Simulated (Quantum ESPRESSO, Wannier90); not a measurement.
**Wannier functions of AlP (zinc blende)**

Materials Project entry mp-1550; symmetrised, unrelaxed at this level. COD (Crystallography Open Database) has an entry of this formula and space group (matched by these alone). Level: PBEsol, no spin polarisation, no spin-orbit coupling; pw.x of Quantum ESPRESSO at 36 Ry with PseudoDojo potentials, 10×10×10 k-points, Wannier90. Density: 10×10×10 mesh, cold smearing 0.01 Ry.

The plane-wave run has 15 bands and 8 electrons a cell. On the energy scale of pw.x, whose zero is arbitrary, the valence-band maximum lies at 4.91 eV.

Input w.win, without the blocks of cell, atoms and k-points (1000 lines):

```
num_bands = 15
num_wann = 9
num_iter = 800
conv_tol = 1.0e-7
conv_window = 4
dis_num_iter = 1000
dis_conv_tol = 1.0e-7
dis_froz_max = 7.86
write_hr = true
write_u_matrices = true
begin projections
Al: s;p
P: s;p
end projections
mp_grid = 10 10 10
```

This input has a fault. Which, and what does the program do?

wannier90.x -pp stops with:
```
w90_readwrite_get_projections: too few projection functions defined
```
The projections block defines fewer trial orbitals than num_wann. Mended as below, all else unchanged, the run goes through (Ω_I = 11.4 Å²) and follows the plane-wave bands to 11 meV rms (states up to 2.4 eV relative to the valence-band maximum).
```
num_wann = 8
```
